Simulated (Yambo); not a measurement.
Yambo run on SrHI (space group P4/nmm, No. 129). The wavefunctions are PBEsol (pw.x of Quantum ESPRESSO, ONCV potentials, with spin-orbit coupling) ones on a 2×2×1 mesh (36 occupied bands); a = b = 4.2912 Å, c = 8.1904 Å, α = β = γ = 90.00°.

Yambo input:

```
rim_cut
gw0
dyson
el_el_corr
HF_and_locXC
ppa
em1d
RandQpts= 1000000
RandGvec= 1 Ry
EXXRLvcs= 72 Ry
VXCRLvcs= 288 Ry
Chimod= "HARTREE"
% BndsRnXp
 1 | 162 |
%
NGsBlkXp= 7 Ry
% LongDrXp
 1.0 | 1.0 | 1.0 |
%
PPAPntXp= 27.2114 eV
% GbndRnge
 1 | 162 |
%
GTermKind= "BG"
DysSolver= "n"
ExtendOut
% QPkrange
 1 | 1 | 36 | 37 |
 2 | 2 | 36 | 36 |
 3 | 3 | 37 | 37 |
%
```

k points by index: 1 = Γ, 2 = X, 3 = M.

The o-*.qp file then holds:

```
#    K-point    Band    Eo [eV]    E [eV]    E-Eo [eV]    Vxc [eV]    Vnlxc [eV]    Sc|Eo [eV]    Sc|E [eV]    dSc/dw|Eo [eV]    Re(Z)    Im(Z)
#
    1    36    -0.106270    -0.847000    -0.740731    -11.36201    -14.18729    1.915513    2.084549    -6.208688    0.814220    -0.001418
    1    37    3.697443    4.678295    0.980852    -9.268758    -4.548118    -3.539649    -3.739788    -5.551548    0.830552    -0.001357
    2    36    0.000000    -0.695015    -0.695015    -11.23879    -14.06986    1.968989    2.136047    -6.539484    0.806239    -0.001563
    3    37    3.361063    4.148838    0.787774    -8.491083    -4.036722    -3.508800    -3.666587    -5.449354    0.833151    -0.001275
```
(The two width columns are left out.) Convergence of these settings isn't established.

Geometry relaxed with PBE+D3(BJ).
